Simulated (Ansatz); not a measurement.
## Sn: from a starting cell to a relaxed one

The start is a randomly generated symmetric cell of Sn (space group No. 21). Cell shape, volume and atoms are optimised at zero target pressure with PBE (plane waves to 420 eV, PAW, scalar-relativistic; Ansatz, an electronic-structure program). First-step values are on the input's coarse k-mesh.

Ansatz input (later rounds restart from its end on a renewed k-mesh):
Ansatz 0.2 input:
```yaml
crystal:
  lattice:
    - [2.3025038, -3.3549614, 0]
    - [2.3025038, 3.3549614, 0]
    - [0, 0, 8.4404692]
  atoms:
    - { symbol: Sn, position: [0, 0.5, 0.54515357] }
    - { symbol: Sn, position: [0.5, 0, 0.45484643] }
    - { symbol: Sn, position: [0.76068947, 0.76068947, 0] }
    - { symbol: Sn, position: [0.23931053, 0.23931053, 0] }
basis: { ecutwfc: 420, ecutrho_ratio: 4, xc_grid: 2, fft_grid_basis: typed }
kpoints: { mp_grid: { grid: [9, 9, 4] } }
hamiltonian:
  xc: pbe
  dispersion: none
  pseudopotentials: { azcp: { folder: ./paw }, kind: paw }
scf: { occupations: { method: fermi_dirac, width: 0.05 } }
relax: { f_tol: 0.01, max_steps: 100, cell: { stress_tol: 0.02 } }
output: { forces: true, stress: true }
```

```json
{
 "initial_pressure": "+20.9 GPa (positive: the cell is compressed)",
 "largest_initial_force": "5.31 eV/Å, on Sn3, Sn4 (atoms numbered as listed)",
 "energy_released": "1.71 eV/atom",
 "band_gap_at_the_end": "no gap (metallic)",
 "optimiser_moves": "26"
}
```

Relaxed structure:

Space group P6/mmm (No. 191); a = b = 3.266 Å, c = 3.081 Å, α = β = 90.00°, γ = 120.00°

```
atom  site  symmetry       x       y       z
----  ----  --------  ------  ------  ------
Sn      1b     6/mmm  0.0000  0.0000  0.5000
```

Final values are on a 16×16×15 k-mesh of the relaxed cell. No spin polarisation in the result.

The run could not lose the symmetry of its start, so the end can be a saddle point.

The relaxed structure here is a generated cell of Sn: the first start was made by a random draw of sites in a space group, and the end was not matched to a known phase here, so it may be hypothetical. Known forms of Sn include space group No. 141, 227.
